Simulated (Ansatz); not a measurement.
Electric field gradients in C

All numbers below come from DFT PBEsol, scalar-relativistic, plane waves, PAW (Ansatz). Settings: 420 eV plane-wave cutoff, Γ-centred 14×14×8 mesh, fixed occupations. No spin polarisation.

The cell, relaxed at this level:
```yaml
crystal:
  lattice:
    - [2.12940, -1.22942, -0.01025]
    - [2.12940, 1.22942, -0.01025]
    - [-1.39730, 0.00000, 3.64926]
  atoms:
    - { symbol: C, position: [0.83335, 0.83335, 0.00004] }
    - { symbol: C, position: [0.16665, 0.16665, 0.99996] }
```

The crystal is built of layers and no dispersion correction was added, so the binding between them is poorly described, and with it their spacing and whatever depends on it.

Question: Give V_zz (10²¹ V/m²) and the asymmetry η at each distinct site.

Answer:
```tsv
atom	V_zz	η
C (atom 1)	2.43	0.00
```

Cost: 1 run of about 0.02 core-minutes, on AMD EPYC 9R45 (Zen 5) (shared hosts).